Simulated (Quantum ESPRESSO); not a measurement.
Mg4Se3O, input and log of a self-consistent run

A calculation, not a measurement. The program is pw.x of Quantum ESPRESSO 7.5 (plane-wave density functional theory). The cell is made up: 8 atoms on a zincblende/diamond lattice, with randomly drawn elements, strain and displacements, not relaxed. PseudoDojo standard norm-conserving files (v0.5 for PBE, v0.4.1 for LDA and PBEsol) set the functional; there is no spin polarisation, spin-orbit coupling or dispersion term, and the masses in the input are unused placeholders.

Input:

```
&control calculation='scf', pseudo_dir='./dojo.nc.sr.pbe.v0_5.standard.upf', outdir='./o', disk_io='medium', tprnfor=.true., tstress=.true. /
&system ibrav=0, nat=8, ntyp=3, nbnd=53, ecutwfc=85.99341389, nosym=.true., tot_charge=0,
 occupations='smearing', smearing='fd', degauss=0.0018374661
/
&electrons conv_thr=7.350e-09, electron_maxstep=60, /
ATOMIC_SPECIES
Mg 1.0 Mg.upf
O 1.0 O.upf
Se 1.0 Se.upf
CELL_PARAMETERS angstrom
5.8211 0.0306 0.0197
0.0306 5.6378 -0.0884
0.0197 -0.0884 5.6581
ATOMIC_POSITIONS angstrom
Mg 0.0413 0.0975 0.1463
Mg -0.0041 2.7168 2.6719
Mg 2.7858 -0.005 2.7427
Mg 2.9491 2.7912 0.0522
Se 1.5133 1.2851 1.4745
Se 1.3648 4.3278 4.2219
O 4.6082 1.3402 4.1674
Se 4.4634 4.0841 1.3112
K_POINTS automatic
4 4 4 1 1 1
```

The log is shortened where brackets say so; the opening notice, blank lines, dates and the lines on written files are dropped, and the path of the files is cut. It prints rydbergs, bohrs and kilobars, and counts compression as positive stress. With no partly filled state, the Fermi energy that it prints is only some level between the filled and the empty states on the mesh, and need not lie in the true gap.

```
     Program PWSCF v.7.5
     Parallel version (MPI & OpenMP), running on       1 processor cores
     Number of MPI processes:                 1
     Threads/MPI process:                     1
     [start-up lines left out]
     bravais-lattice index     =            0
     lattice parameter (alat)  =      11.0005  a.u.
     unit-cell volume          =    1252.7309 (a.u.)^3
     number of atoms/cell      =            8
     number of atomic types    =            3
     number of electrons       =        94.00
     number of Kohn-Sham states=           53
     kinetic-energy cutoff     =      85.9934  Ry
     charge density cutoff     =     343.9737  Ry
     scf convergence threshold =      7.3E-09
     mixing beta               =       0.7000
     number of iterations used =            8  plain     mixing
     Exchange-correlation= PBE
                           (   1   4   3   4   0   0   0)
     [axes and pseudopotential details left out]
   Cartesian axes
     site n.     atom                  positions (alat units)
         1        Mg     tau(   1) = (   0.0070947   0.0167491   0.0251322  )
         2        Mg     tau(   2) = (  -0.0007043   0.4667068   0.4589936  )
         3        Mg     tau(   3) = (   0.4785600  -0.0008589   0.4711560  )
         4        Mg     tau(   4) = (   0.5066126   0.4794876   0.0089672  )
         5        Se     tau(   5) = (   0.2599630   0.2207615   0.2532977  )
         6        Se     tau(   6) = (   0.2344528   0.7434532   0.7252611  )
         7        O      tau(   7) = (   0.7916218   0.2302269   0.7158988  )
         8        Se     tau(   8) = (   0.7667473   0.7015891   0.2252451  )
     number of k points=    32  Fermi-Dirac smearing, width (Ry)=  0.0018
                       cart. coord. in units 2pi/alat
        k(    1) = (   0.1238761   0.1304359   0.1302101), wk =   0.0625000
        k(    2) = (   0.1229842   0.1344748   0.3874834), wk =   0.0625000
     [further k points left out]
     Dense  grid:   134991 G-vectors     FFT dimensions: (  72,  64,  64)
     Estimated max dynamical RAM per process >     183.38 MB
     Initial potential from superposition of free atoms
     starting charge      93.9966, renormalised to      94.0000
     Starting wfcs are   51 randomized atomic wfcs +    2 random wfcs
     total cpu time spent up to now is       11.5 secs
     per-process dynamical memory:    94.1 Mb
     Self-consistent Calculation
     iteration #  1     ecut=    85.99 Ry     beta= 0.70
     Davidson diagonalization with overlap
     ethr =  1.00E-02,  avg # of iterations =  6.3
     total cpu time spent up to now is       48.5 secs
     total energy              =   -1235.54269273 Ry
     estimated scf accuracy    <       1.20049503 Ry
     iteration #  2     ecut=    85.99 Ry     beta= 0.70
     Davidson diagonalization with overlap
     ethr =  1.28E-03,  avg # of iterations =  6.2
     total cpu time spent up to now is       87.5 secs
     total energy              =   -1234.45517824 Ry
     estimated scf accuracy    <       9.39096702 Ry
     iteration #  3     ecut=    85.99 Ry     beta= 0.70
     Davidson diagonalization with overlap
     ethr =  1.28E-03,  avg # of iterations =  4.9
     total cpu time spent up to now is      130.6 secs
     total energy              =   -1236.12264199 Ry
     estimated scf accuracy    <       0.34309474 Ry
     iteration #  4     ecut=    85.99 Ry     beta= 0.70
     Davidson diagonalization with overlap
     ethr =  3.65E-04,  avg # of iterations =  2.0
     total cpu time spent up to now is      162.7 secs
     total energy              =   -1236.11531078 Ry
     estimated scf accuracy    <       0.10385738 Ry
     iteration #  5     ecut=    85.99 Ry     beta= 0.70
     Davidson diagonalization with overlap
     ethr =  1.10E-04,  avg # of iterations =  2.1
     total cpu time spent up to now is      196.8 secs
     total energy              =   -1236.11454964 Ry
     estimated scf accuracy    <       0.01915921 Ry
     iteration #  6     ecut=    85.99 Ry     beta= 0.70
     Davidson diagonalization with overlap
     ethr =  2.04E-05,  avg # of iterations =  6.8
     total cpu time spent up to now is      233.5 secs
     total energy              =   -1236.11788153 Ry
     estimated scf accuracy    <       0.00060455 Ry
     iteration #  7     ecut=    85.99 Ry     beta= 0.70
     Davidson diagonalization with overlap
     ethr =  6.43E-07,  avg # of iterations =  4.5
     total cpu time spent up to now is      272.2 secs
     total energy              =   -1236.11799764 Ry
     estimated scf accuracy    <       0.00003069 Ry
     iteration #  8     ecut=    85.99 Ry     beta= 0.70
     Davidson diagonalization with overlap
     ethr =  3.26E-08,  avg # of iterations =  3.2
     total cpu time spent up to now is      311.2 secs
     total energy              =   -1236.11800264 Ry
     estimated scf accuracy    <       0.00000314 Ry
     iteration #  9     ecut=    85.99 Ry     beta= 0.70
     Davidson diagonalization with overlap
     ethr =  3.35E-09,  avg # of iterations =  3.0
     total cpu time spent up to now is      347.4 secs
     total energy              =   -1236.11800346 Ry
     estimated scf accuracy    <       0.00000029 Ry
     iteration # 10     ecut=    85.99 Ry     beta= 0.70
     Davidson diagonalization with overlap
     ethr =  3.06E-10,  avg # of iterations =  2.2
     total cpu time spent up to now is      384.7 secs
     total energy              =   -1236.11800349 Ry
     estimated scf accuracy    <       0.00000013 Ry
     iteration # 11     ecut=    85.99 Ry     beta= 0.70
     Davidson diagonalization with overlap
     ethr =  1.33E-10,  avg # of iterations =  2.6
     total cpu time spent up to now is      417.8 secs
     End of self-consistent calculation
          k = 0.1239 0.1304 0.1302 ( 16853 PWs)   bands (ev):
   -70.2976 -70.1487 -69.8652 -69.8280 -41.9051 -41.8893 -41.8764 -41.8513
   -41.8447 -41.5337 -41.5222 -41.4900 -41.4880 -41.4713 -41.1483 -41.1422
   -41.1314 -41.1200 -41.1151 -37.0738 -37.0687 -37.0499 -36.9455 -36.9352
   -36.9118 -36.6678 -36.6608 -36.6244 -36.6208 -36.6202 -36.5717  -9.4814
    -7.8946  -7.1441  -6.5792   0.9644   1.3169   1.3989   2.4524   2.6793
     2.9912   3.2970   3.5012   3.7550   4.5197   4.6185   4.9569   7.2793
     7.7383   8.3116   9.0837   9.8548  10.1502
     [levels at the other k points left out]
     the Fermi energy is     6.0398 ev
!    total energy              =   -1236.11800350 Ry
     estimated scf accuracy    <          4.9E-09 Ry
     smearing contrib. (-TS)   =       0.00000000 Ry
     internal energy E=F+TS    =   -1236.11800350 Ry
     The total energy is F=E-TS. E is the sum of the following terms:
     one-electron contribution =    -894.24054060 Ry
     hartree contribution      =     445.72399704 Ry
     xc contribution           =    -217.38741087 Ry
     ewald contribution        =    -570.21404907 Ry
     convergence has been achieved in  11 iterations
     Forces acting on atoms (cartesian axes, Ry/au):
     atom    1 type  1   force =    -0.10194970    0.02409369   -0.08048009
     atom    2 type  1   force =    -0.03194856   -0.04218064    0.11818149
     atom    3 type  1   force =     0.12134869   -0.04608892    0.10480640
     atom    4 type  1   force =     0.00696407   -0.03573041   -0.09129065
     atom    5 type  3   force =    -0.00252205    0.08651170   -0.04456015
     atom    6 type  3   force =     0.04114413   -0.05804835   -0.02097906
     atom    7 type  2   force =    -0.01650949    0.01225539    0.00839519
     atom    8 type  3   force =    -0.01652709    0.05918753    0.00592686
     Total force =     0.301653     Total SCF correction =     0.000397
     Computing stress (Cartesian axis) and pressure
          total   stress  (Ry/bohr**3)                   (kbar)     P=       39.68
   0.00026853  -0.00011034   0.00017957           39.50      -16.23       26.42
  -0.00011034   0.00030884   0.00009781          -16.23       45.43       14.39
   0.00017957   0.00009781   0.00023182           26.42       14.39       34.10
     init_run     :     10.75s CPU     11.48s WALL (       1 calls)
     electrons    :    389.69s CPU    406.33s WALL (       1 calls)
     forces       :      4.92s CPU      4.99s WALL (       1 calls)
     stress       :     16.35s CPU     16.47s WALL (       1 calls)
     [timing details left out]
     PWSCF        :   7m 1.96s CPU   7m19.90s WALL
     JOB DONE.
```

In other units: free energy -16818.242 eV for the cell, pressure 3.97 GPa, largest force component 3.120 eV/Å. A rerun of a related cell, with the same atoms placed differently, at 1467 eV and a 6 x 6 x 6 mesh moved values by no more than 0.004 eV in energy, 0.02 GPa in stress and 0.007 eV/Å in force.